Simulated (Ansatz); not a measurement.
# Ga4AsP3 (P-4m2) at 2 levels of theory

One geometry, relaxed with PBE; plane waves with PAW potentials in Ansatz, scalar-relativistic. No spin polarisation. Gaps are the least over mesh and band path; pressure is positive in compression.

Space group P-4m2 (No. 115). a = 3.935 Å, b = 3.935 Å, c = 11.130 Å, α = 90.00°, β = 90.00°, γ = 90.00°
```json
{"atom": "Ga", "site": "2g", "symmetry": "2mm.", "x": "0.5000", "y": "0.0000", "z": "0.8680"}
{"atom": "Ga", "site": "2g", "symmetry": "2mm.", "x": "0.0000", "y": "0.5000", "z": "0.6226"}
{"atom": "P", "site": "1d", "symmetry": "-4m2", "x": "0.0000", "y": "0.0000", "z": "0.5000"}
{"atom": "P", "site": "2f", "symmetry": "2mm.", "x": "0.5000", "y": "0.5000", "z": "0.2547"}
{"atom": "As", "site": "1a", "symmetry": "-4m2", "x": "0.0000", "y": "0.0000", "z": "0.0000"}
```

```csv
level,cutoff (eV),k mesh,gap (eV),pressure (GPa)
PBE,420,8×8×4,1.16,0.0
```

Q: What comes out on the same cell with PBEsol?

A:
```json
{"level": "PBEsol", "cutoff (eV)": "420", "k mesh": "8×8×4", "gap (eV)": "1.09", "pressure (GPa)": "-2.9"}
```

The cell was found from a structure generator's guess, not taken from experiment.
